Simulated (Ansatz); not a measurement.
Consider the following.

Relaxed CsSnI3 (cubic perovskite):

```
CELL_PARAMETERS angstrom
      6.27133     0.00000     0.00000
      0.00000     6.27133     0.00000
      0.00000     0.00000     6.27133
ATOMIC_POSITIONS crystal
  Cs 0.00000 0.00000 0.00000
  Sn 0.50000 0.50000 0.50000
  I  0.00000 0.50000 0.50000
  I  0.50000 0.50000 0.00000
  I  0.50000 0.00000 0.50000
```

Scan: atom 5 (I, nearest neighbour Sn at 3.136 Å; its periodic images, 6.3 Å or more away, move with it) is displaced along Cartesian x, direction (1.000, 0.000, 0.000) in Cartesian axes, by s. The other atoms stay.

Calculation: PBE (plane waves to 420 eV, PAW, scalar-relativistic; Ansatz, a quantum-chemistry and plane-wave program). k mesh 5×5×5 (Γ-centred), Fermi-Dirac smearing 0.05 eV. The energy includes the smearing's −TS. CsSnI3 was relaxed with its symmetry unable to fall. Spin-orbit coupling is left out, though I is heavy. This is a high-temperature form of CsSnI3. The zero of ΔE is the undisplaced structure.

The scan covers s from -0.940 to 0.940 Å in 11 points.

Q: Is the energy the same for equal positive and negative displacements?

A: Even: the same for both signs. With its periodic images moving along, the atom's site symmetry in this cell is 4/mmm.

Q: What is the energy change at s = 0.940 Å?

A: 211.8 meV/cell.

Q: What force acts on the atom along the line at s = -0.940 Å?

A: 0.573 eV/Å.

Q: What is the force constant k = d²E/ds² of this move at s = 0?

A: 0.36 eV/Å².

(For displaced atoms, the force is minus the slope of the energy, and its curvature is a force constant, which sets phonon frequencies.)
